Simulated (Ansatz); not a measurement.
Hg$_{4}$Pt (space group Im-3m)

```xyz
5
Lattice="-3.1429 3.1429 3.1429 3.1429 -3.1429 3.1429 3.1429 3.1429 -3.1429" Properties=species:S:1:pos:R:3 pbc="T T T"
Hg     1.5714     1.5714    -1.5714
Hg     1.5714    -1.5714     1.5714
Hg     1.5714     1.5714     1.5714
Hg    -1.5714     1.5714     1.5714
Pt     0.0000     0.0000     0.0000
```

Two coordinates are scanned: the volume, and the ratio of the stretch along z (the conventional c axis) to the stretch across it. Atoms keep their fractional coordinates.

The numbers are results of r2SCAN (plane waves to 500 eV, PAW, scalar-relativistic; Ansatz, a program for electronic structure), not measurements. k mesh 11×11×11 (Γ-centred), Fermi-Dirac smearing 0.05 eV. E stands for the smeared free energy. With partly filled bands, the response to shear is sensitive to the k mesh, so small differences along c/a are uncertain. Hg4Pt is run without spin polarisation. Hg4Pt was relaxed with its symmetry unable to fall. Spin-orbit coupling is left out, though Hg and Pt are heavy. The last digit holds for this mesh only.

Changes of ΔE (meV/atom) from the point V/V₀ = 1.000, (c/a)/(c/a)₀ = 1.000 when one coordinate moves alone (two changes are said to add if the coupling is within 5 % of the smaller one, nearly so within 20 %):

| point | change |
|---|---|
| V/V₀ = 1.000, (c/a)/(c/a)₀ = 0.920 | 15.8 |
| V/V₀ = 1.000, (c/a)/(c/a)₀ = 0.960 | 3.6 |
| V/V₀ = 0.960, (c/a)/(c/a)₀ = 1.000 | 10.3 |
| V/V₀ = 0.980, (c/a)/(c/a)₀ = 1.000 | 2.4 |
| V/V₀ = 1.020, (c/a)/(c/a)₀ = 1.000 | 2.2 |
| V/V₀ = 1.040, (c/a)/(c/a)₀ = 1.000 | 8.5 |
| V/V₀ = 1.000, (c/a)/(c/a)₀ = 1.040 | 3.1 |
| V/V₀ = 1.000, (c/a)/(c/a)₀ = 1.080 | 11.6 |

Task: Do the two effects add at V/V₀ = 0.960, (c/a)/(c/a)₀ = 1.080? Give the computed change.

Result: The sum of the single changes is 10.3 + (11.6) = 21.9; the calculation gives 22.9, so the coupling contributes 1.0 (under 20 % of the smaller single change, nearly additive).

(A scan under strain: stresses follow from slopes of the energy per volume, elastic moduli from its curvatures.)
